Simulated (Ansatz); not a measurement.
All numbers below come from DFT PBE, scalar-relativistic, plane waves, PAW (Ansatz). Settings: cutoff 420 eV, Γ-centred meshes spaced at most about 0.3 Å⁻¹, and about 0.25 Å⁻¹ or finer for metals (2π included), Gaussian smearing. Collinear spin in cells that started with moments and kept them past the coarse steps, no spin elsewhere.

All energies are static (0 K, no zero-point motion).

Two forms of Mg5NiS6 were relaxed alike.

A. (no spin)

```cif
data_structure
_symmetry_space_group_name_H-M 'P4/mmm'
_symmetry_Int_Tables_number 123
_cell_length_a 3.6573
_cell_length_b 3.6573
_cell_length_c 15.3486
_cell_angle_alpha 90.000
_cell_angle_beta 90.000
_cell_angle_gamma 90.000
_cell_volume 205.30
loop_
_atom_site_label
_atom_site_type_symbol
_atom_site_symmetry_multiplicity
_atom_site_Wyckoff_symbol
_atom_site_fract_x
_atom_site_fract_y
_atom_site_fract_z
_atom_site_occupancy
Mg1 Mg 2 g 0.00000 0.00000 0.65932 1
Mg2 Mg 2 h 0.50000 0.50000 0.82766 1
Mg3 Mg 1 a 0.00000 0.00000 0.00000 1
Ni1 Ni 1 d 0.50000 0.50000 0.50000 1
S1 S 2 g 0.00000 0.00000 0.82893 1
S2 S 1 c 0.50000 0.50000 0.00000 1
S3 S 2 h 0.50000 0.50000 0.34664 1
S4 S 1 b 0.00000 0.00000 0.50000 1
```

B. (site moments Ni 1.3 μB)

```cif
data_structure
_symmetry_space_group_name_H-M 'P-31m'
_symmetry_Int_Tables_number 162
_cell_length_a 6.2862
_cell_length_b 6.2862
_cell_length_c 6.0841
_cell_angle_alpha 90.000
_cell_angle_beta 90.000
_cell_angle_gamma 120.000
_cell_volume 208.21
loop_
_atom_site_label
_atom_site_type_symbol
_atom_site_symmetry_multiplicity
_atom_site_Wyckoff_symbol
_atom_site_fract_x
_atom_site_fract_y
_atom_site_fract_z
_atom_site_occupancy
Mg1 Mg 2 c 0.33333 0.66667 0.00000 1
Mg2 Mg 1 a 0.00000 0.00000 0.00000 1
Mg3 Mg 2 d 0.33333 0.66667 0.50000 1
Ni1 Ni 1 b 0.00000 0.00000 0.50000 1
S1 S 6 k 0.32638 0.00000 0.25665 1
```

Task: Which form is favoured at zero pressure, and by what margin per atom?

Result: A is lower, by 22 meV/atom. A has Mg and Ni ordered on rock salt sites, space group P4/mmm (No. 123), 17.1 Å³/atom and no gap on its mesh; B has Mg and Ni ordered on nickel arsenide sites, space group P-31m (No. 162), 17.4 Å³/atom and a gap of 0.60 eV. Counting S atoms around Mg and Ni (those within 1.25 times the shortest such distance or 1.15 times the sum of covalent radii, 1.27 where that leaves under three; a plus sign parts nearer from farther groups), A has Mg 6, Ni 2+4 and B has Mg 6, Ni 6. Their magnetic states differ too. In A, Mg on a site of symmetry 4mm has 6 S at 2.45–2.60 Å; around Ni lie 2 S at 2.35 Å and 4 S at 2.59 Å; S on a site of symmetry 4mm is surrounded by 6 Mg at 2.59–2.63 Å; 5 more sites not described. In B, Mg on a site of symmetry 32 has 6 S at 2.63 Å and 2 Mg at 3.04 Å; Ni is surrounded by 6 S at 2.53 Å and 2 Mg at 3.04 Å; S has 1 Ni at 2.53 Å and 5 Mg at 2.58–2.63 Å; 2 more sites not described. Both come from invented guesses.

Kohn–Sham gaps at this level usually fall short of measured ones. No Hubbard U is applied to the 3d shell of Ni. Another magnetic order may lie lower. Trial moments died out on the coarse mesh in P4/mmm; another magnetic start might hold. With atoms moved at random, P4/mmm came back. Other cells relaxed within their symmetry can be saddle points.
